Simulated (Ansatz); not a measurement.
System: CeO₂ (fluorite type), 3 atoms in the cell.

Theory: PBE, all-electron LAPW, point nucleus (Ansatz).

k-mesh 8×8×8 Γ-centred; Fermi–Dirac smearing of 0.1 eV; no spin polarisation; no spin–orbit coupling.

```
Ce O
1.0
     0.00000    2.73000    2.73000
     2.73000    0.00000    2.73000
     2.73000    2.73000    0.00000
Ce O
1 2
Direct
  0.00000 0.00000 0.00000
  0.25000 0.25000 0.25000
  0.75000 0.75000 0.75000
```

Task: Would the cell expand or shrink if it were free to relax?

Result: The pressure is 0.41 GPa, so at these settings the cell is compressed and would expand.
